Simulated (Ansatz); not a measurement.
Simulated powder pattern, Cu Kα, λ = 1.54184 Å (kinematic, ideal powder, no thermal factors, no anomalous dispersion; the 30 strongest lines at most, above 1 %, up to 2θ = 90°):

```json
[
 {"2θ (°)": "30.58", "I/Imax (%)": "100"},
 {"2θ (°)": "35.45", "I/Imax (%)": "85"},
 {"2θ (°)": "51.01", "I/Imax (%)": "52"},
 {"2θ (°)": "60.65", "I/Imax (%)": "31"},
 {"2θ (°)": "63.66", "I/Imax (%)": "17"},
 {"2θ (°)": "75.03", "I/Imax (%)": "7.7"},
 {"2θ (°)": "83.15", "I/Imax (%)": "13"},
 {"2θ (°)": "85.82", "I/Imax (%)": "22"}
]
```

The pattern belongs to a structure relaxed with the program Ansatz at the PBEsol level (PAW).

The compound is LiCl.

Give the crystal system and the lattice parameters.

cubic, Fm-3m; a = 5.064 Å.

Symmetry was held in the PBEsol relaxation.

Potentials: the later of the program's two PAW sets.
